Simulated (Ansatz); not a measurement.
TiSi2 in space group Fddd (No. 70; Si on 16f, Ti on 8a) at seven volumes, LDA (plane waves, PAW; program Ansatz), shape and atoms relaxed at each. One row is withheld.

```tsv
V (Å³/atom)	P (GPa)
12.283	18.15
12.688	11.11
13.093	?
13.498	0.00
13.903	-4.36
14.307	-8.07
14.712	-11.20
```

Question: Fit the shown pressures and predict the withheld one.

Answer: P = (3/2)B₀(x^(7/2) − x^(5/2))[1 + (3/4)(B′ − 4)(x − 1)] with x = (V₀/V)^(2/3). Least squares on the six rows gives V₀ = 13.498 Å³/atom, B₀ = 157 GPa, B′ = 4.34. At V = 13.093, x = 1.0205 and P = 5.11 GPa. The run itself gave 5.11 GPa.

Symmetry was held in the LDA relaxation; of distortions, only those at the zone centre were tested. No spin polarisation was allowed.

Potentials: the later of the program's two PAW sets.
